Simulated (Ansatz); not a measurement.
Values for one crystal, relaxed and computed with the program Ansatz at the r²SCAN level (PAW); other levels are named.

- Volume per atom = 22.99 Å³
- Electronic character = metallic (no gap)
- Formation energy from the elements (no fitted shifts) = -1.71 eV/atom
- Density of states at the Fermi level = 0.73 states/eV per atom (mean over ±0.08 eV)

Q: Pick the material that matches.
A) LaScO2F, P4/mmm (La on 1d, Sc on 1a, O on 2f, F on 1b)
B) Ti2SiB2, Cmmm (Si on 2a, Ti on 4j, B on 4i)
C) BaTi2Te2O, P4/mmm (Ba on 1a, Ti on 2e, Te on 2h, O on 1b)
D) Cu4O, Pm-3m (Cu on 1a, Cu on 3c, O on 1b)

A: C, BaTi2Te2O, P4/mmm (Ba on 1a, Ti on 2e, Te on 2h, O on 1b)

The start of the workflow was typed in or built on a structure type; neither database checked (COD, Materials Project) lists it. Its standing as an ambient phase is unchecked. The cell was relaxed with r²SCAN under the symmetry of its start; whether a distortion lowers the energy is not shown. The workflow began spin-polarised and lost its moments. The compound may be a true metal, but semilocal functionals without U, or a wrong spin order, can also close a gap. The references are the lowest solids computed at this level, not always the standard phases (solids in place of the gases). Scalar-relativistic: spin–orbit coupling is off unless named, which matters more the heavier the elements.

Potentials: the earlier of the program's two PAW sets. The files were generated under PBE; for other functionals the program regenerates the frozen cores, and for LDA and PBEsol the local potential too.
